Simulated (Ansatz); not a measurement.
# Property card for AlPt3

AlPt3:
```cif
data_AlPt3
_chemical_formula_sum 'Al1 Pt3'
_space_group_name_H-M_alt 'P 1'
_space_group_IT_number 1
_cell_length_a 3.87339
_cell_length_b 3.87339
_cell_length_c 3.87506
_cell_angle_alpha 90.000
_cell_angle_beta 90.000
_cell_angle_gamma 90.000
loop_
_space_group_symop_operation_xyz
  'x, y, z'
loop_
_atom_site_label
_atom_site_type_symbol
_atom_site_fract_x
_atom_site_fract_y
_atom_site_fract_z
_atom_site_occupancy
Al1 Al 0.50000 0.50000 0.50000 1
Pt1 Pt 0.50000 0.00000 0.00000 1
Pt2 Pt 0.00000 0.50000 0.00000 1
Pt3 Pt 0.00000 0.00000 0.50000 1
```

Space group Pm-3m (No. 221), Cu3Au type; conventional cell a = 3.8739 Å, b = 3.8739 Å, c = 3.8739 Å, α = 90.00°, β = 90.00°, γ = 90.00°.

Method: PBEsol in the plane-wave PAW code Ansatz. Geometry: relaxed at this level of theory. Other levels are named where they apply.

Cell and energy:

```json
{
  "volume_per_atom": "14.53 Å³",
  "density": "17.49 g/cm³",
  "Formation energy from the elements (no fitted shifts)": "-0.70 eV/atom"
}
```

Electronic structure:

```json
{
 "electronic_character": "metallic (no gap)",
 "Density of states at the Fermi level": "0.72 states/eV per atom (mean over ±0.08 eV)",
 "Gap with spin–orbit coupling": "none (metallic)"
}
```

Mechanics:

```json
{
 "Bulk modulus (Birch–Murnaghan fit)": "252 GPa",
 "Pressure derivative B′": "5.1",
 "mechanical_stability": "stable (all eigenvalues of C positive)",
 "hill_bulk_and_shear_moduli": "253 and 108 GPa",
 "Young's modulus": "283 GPa",
 "Poisson's ratio": "0.31",
 "debye_temperature_from_the_elastic_constants": "339 K"
}
```

Phonons:

```json
{
  "highest_zone_centre_frequency": "6.66 THz",
  "zone_centre_stability": "no imaginary mode at Γ"
}
```

The workflow started from a Materials Project entry (that database holds measured and hypothetical structures alike); the Crystallography Open Database copy checked does not list it. With Al and Pt taken as one species the cell has the higher symmetry Fm-3m, so it may be an ordered model of a mixed-site phase. Its standing as an ambient phase is unchecked. The cell was relaxed with PBEsol under the symmetry of its start. No spin polarisation was allowed. As this level gives no gap, shear constants depend on the k-mesh and smearing (Fermi–Dirac, 0.1 eV here). As this level gives no gap, phonon frequencies hold no LO–TO term and depend on the k-mesh and smearing (Fermi–Dirac, 0.1 eV here). Point labels and valley counts follow the cell and symmetry of the run, lower than the named group. The references are the lowest solids computed at this level, not always the standard phases. Scalar-relativistic: spin–orbit coupling is off unless named, which matters more the heavier the elements.

Potentials: the later of the program's two PAW sets.
